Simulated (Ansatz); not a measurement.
PtS2:
```xyz
3
Lattice="3.5273 0.0000 0.0000 -1.7637 3.0547 0.0000 0.0000 0.0000 31.0000" Properties=species:S:1:pos:R:3 pbc="T T F"
S      1.7637     1.0182    16.7439
Pt     0.0000     0.0000    15.5000
S      0.0000     2.0365    14.2561
```
Free-standing layer in the xy plane with vacuum along z and no interaction between images.

Relaxed with r²SCAN+D4. Special points in fractions of this cell's reciprocal vectors: Γ (0.000, 0.000, 0.000); M (0.500, 0.000, 0.000); K (0.333, 0.333, 0.000).

### Question
List the band energies nearest the valence-band maximum at these points for plane-wave PAW r²SCAN+D4 with spin–orbit coupling (Ansatz code).

### Answer
In eV from the valence-band maximum; about four levels below and three above (degenerate sets whole), none deeper than 8.9 eV; points with the same levels are listed once.

```json
[
 {"k": "Γ", "below": "-0.41 -0.41 -0.20 -0.20", "above": "3.33 3.33 3.58 3.58"},
 {"k": "M", "below": "-1.58 -1.58 -1.53 -1.53", "above": "3.06 3.06 3.30 3.30"},
 {"k": "K", "below": "-0.90 -0.90 -0.71 -0.71", "above": "2.33 2.33 2.43 2.43"}
]
```

Space group P-3m1 (1T). A layer that has been made, often on a substrate. The r²SCAN+D4 relaxation kept the symmetry of its start; its stability against distortions is not shown here. No spin polarisation was allowed.

Potentials: the later of the program's two PAW sets.
